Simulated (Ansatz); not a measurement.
Zr:
```xyz
3
Lattice="4.9214 0.0000 0.0000 -2.4607 4.2621 0.0000 0.0000 0.0000 3.0834" Properties=species:S:1:pos:R:3 pbc="T T T"
Zr     0.0000     0.0000     1.5417
Zr     0.0000     2.8414     0.0000
Zr     2.4607     1.4207     0.0000
```

Relaxed with LDA. Special points in fractions of this cell's reciprocal vectors: Γ (0.000, 0.000, 0.000); M (0.500, 0.000, 0.000); K (0.333, 0.333, 0.000); A (0.000, 0.000, 0.500); L (0.500, 0.000, 0.500); H (0.333, 0.333, 0.500).

Q: List the band energies nearest the Fermi level at these points for DFT-LDA in the program Ansatz with PAW potentials.

A: In eV from the Fermi level; about four levels below and three above (degenerate sets whole), none deeper than 8.9 eV; points with the same levels are listed once.

| k | below | above |
|---|---|---|
| Γ | -0.45 -0.45 -0.38 -0.38 -0.18 | 0.87 1.69 1.69 |
| M | -0.70 -0.69 -0.53 -0.03 | 0.75 1.09 1.98 |
| K | -3.01 -3.01 -0.56 -0.56 -0.11 | 0.33 0.81 0.81 |
| A | -2.08 -2.03 -2.03 -1.26 | 1.27 1.27 1.78 1.78 |
| L | -2.09 -1.63 -0.86 -0.42 | 0.25 0.96 1.48 |
| H | -1.61 -1.61 -1.17 -1.06 -1.06 | 0.53 0.53 0.96 0.96 |

Space group P6/mmm. This is a known high-pressure phase of the composition, computed here at zero pressure and temperature. The LDA relaxation kept the symmetry of its start; whether a distortion lowers the energy is not shown. The run is not spin-polarised. Scalar-relativistic: spin–orbit coupling is off unless named, which matters more the heavier the elements.

Potentials: the later of the program's two PAW sets.
